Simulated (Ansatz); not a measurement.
## Phonons of InSb (F-43m)

```
In Sb
1.0
     0.00000    3.22513    3.22513
     3.22513    0.00000    3.22513
     3.22513    3.22513    0.00000
In Sb
1 1
Direct
  0.00000 0.00000 0.00000
  0.75000 0.75000 0.75000
```

The conventional cell has a = 6.450 Å, b = 6.450 Å, c = 6.450 Å, α = 90.00°, β = 90.00°, γ = 90.00°. In (atom 1) is surrounded by 4 Sb at 2.79 Å. Sb (atom 2) is surrounded by 4 In at 2.79 Å.

Unless marked otherwise, the numbers come from LDA, all-electron LAPW in Ansatz 0.2.0, scalar-relativistic. k mesh 10×10×10, Fermi-Dirac smearing of 0.050 eV, basis error target 0.5 meV/atom. The cell was relaxed by PAW under this functional.

Atoms are displaced by 0.01 Å in the smallest supercells that hold the wave vectors of a 2×2×2 mesh. Negative values stand for unstable modes.

What are the phonon energies at the solved wave vectors, in meV?

| q | point | modes (meV) |
| --- | --- | --- |
| 0.000 0.000 0.000 | Gamma | 22.05 (×3) |
| 0.500 0.000 0.000 | L | 3.96 (×2), 15.88, 19.70, 21.89 (×2) |
| 0.500 0.500 0.000 | X | 4.66 (×2), 17.88, 18.76, 21.54 (×2) |

Is the structure dynamically stable at these wave vectors?

Yes, no mode is unstable there; wave vectors off this mesh aren't tested.

How do the optical zone-centre modes decompose, and which are active?

Point group -43m: Γ_opt = T2.

```tsv
label	meV	activity	mostly
T2	22.05	IR and Raman	In (52 %)
```

In a metal the activity is that of symmetry alone; free carriers screen the infrared modes.

How well do frozen-core PAW files reproduce these all-electron values?

With a cutoff of 420 eV and displacements of 0.0025 Å, the r.m.s. difference over the modes is 0.0 cm⁻¹; the largest difference is 37.7 (PAW) against 37.6 cm⁻¹ (LAPW).

Keep in mind: the gap is closed or tiny at this level, so small that the run used smearing; responses move with mesh and smearing; the frozen-core PAW files of the compared runs were fitted under PBE, their cores solved anew for this functional.
